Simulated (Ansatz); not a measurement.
Method: DFT PBE, scalar-relativistic, plane waves, PAW (Ansatz). Settings: cutoff 420 eV, Γ-centred meshes spaced at most about 0.3 Å⁻¹, and about 0.25 Å⁻¹ or finer for metals (2π included), Gaussian smearing. No spin polarisation in the final relaxations.

Temperature and zero-point effects are left out. All come from trial cells, and lower structures may exist.

**Question.** These unrelaxed guesses for Ba₂Be are each relaxed within their symmetry. Order them by the energy at which they end, lowest first.
A.

```
Ba Be
1.0
     4.30686    0.00000    0.00000
    -2.15343    3.72985    0.00000
     0.00000    0.00000    4.83015
Ba Be
2 1
Direct
  0.33333 0.66667 0.50000
  0.66667 0.33333 0.50000
  0.00000 0.00000 0.00000
```

B.

```
Ba Be
1.0
    -3.36518    3.36518    3.04214
     3.36518   -3.36518    3.04214
     3.36518    3.36518   -3.04214
Ba Be
4 2
Cartesian
  1.0951 4.4603 0.0000
  1.0951 2.2701 3.0421
  2.2701 1.0951 0.0000
  2.2701 -1.0951 3.0421
  0.0000 0.0000 1.5211
  0.0000 0.0000 4.5632
```

C.

```
Ba Be
1.0
     5.64552    0.00000    0.00000
     0.00000    5.64552    0.00000
     0.00000    0.00000    5.64552
Ba Be
4 2
Direct
  0.25000 0.25000 0.75000
  0.75000 0.25000 0.25000
  0.25000 0.75000 0.25000
  0.75000 0.75000 0.75000
  0.50000 0.50000 0.50000
  0.00000 0.00000 0.00000
```

D.

```
Ba Be
1.0
     4.12006    0.00000    0.00000
     0.00000    4.12006    0.00000
     0.00000    0.00000    8.22680
Ba Be
4 2
Direct
  0.00000 0.00000 0.00000
  0.50000 0.50000 0.00000
  0.00000 0.50000 0.63600
  0.50000 0.00000 0.36400
  0.00000 0.50000 0.27300
  0.50000 0.00000 0.72700
```

**Answer.** B (ends in I4/mcm, 0 meV/atom), D (ends in P4/nmm, 38 meV/atom), A (ends in P6/mmm, 0.33 eV/atom), C (ends in Pn-3m, cuprite type, 0.35 eV/atom). Even the lowest end lies +0.42 eV/atom against the elements.

A magnetic state wasn't ruled out in cells without spin, among them P4/nmm, P6/mmm, Pn-3m. With atoms moved at random, I4/mcm came back. Other cells relaxed within their symmetry can be saddle points. Some types were kept out of the candidates beforehand, so the set may lack a known form.
